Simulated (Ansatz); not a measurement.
YAl3:
```cif
data_Al6Y2
_chemical_formula_sum 'Y2 Al6'
_space_group_name_H-M_alt 'P63/mmc'
_space_group_IT_number 194
_space_group_name_Hall '-P 6c 2c'
_cell_length_a 6.31656
_cell_length_b 6.31656
_cell_length_c 4.54195
_cell_angle_alpha 90.000
_cell_angle_beta 90.000
_cell_angle_gamma 120.000
loop_
_atom_site_label
_atom_site_type_symbol
_atom_site_symmetry_multiplicity
_atom_site_Wyckoff_symbol
_atom_site_fract_x
_atom_site_fract_y
_atom_site_fract_z
_atom_site_occupancy
Y1 Y 2 d 0.66667 0.33333 0.25000 1
Al1 Al 6 h 0.14499 0.28997 0.25000 1
```

Relaxed at zero pressure with r²SCAN in the plane-wave PAW code Ansatz.

The volume is lowered by 6 % and shape and atoms relax at that volume. What pressure results, and how do the axes share the change?

5.1 GPa; a -2.5 %, b -2.5 %, c -1.2 %; the energy rises by 18 meV/atom.

Give the new structure.


Space group P6₃/mmc (No. 194); a = b = 6.1598 Å, c = 4.4896 Å, α = β = 90.00°, γ = 120.00°

| atom | site | symmetry | x | y | z |
|---|---|---|---|---|---|
| Y | 2d | -6m2 | 0.6667 | 0.3333 | 0.2500 |
| Al | 6h | mm2 | 0.1471 | 0.2941 | 0.2500 |

The phase is kept; no other phase was compared at this pressure.

Space group P6_3/mmc. The workflow started from a Materials Project entry (that database holds measured and hypothetical structures alike); the Crystallography Open Database copy checked does not list it. Whether it is the stable phase at ambient conditions was not checked. The cell was relaxed with r²SCAN under the symmetry of its start; of distortions, only those at the zone centre were tested. No spin polarisation was allowed. Axis ratios of metals converge slowly with the k-mesh, so a and c are less sure than the volume.

Potentials: the later of the program's two PAW sets.
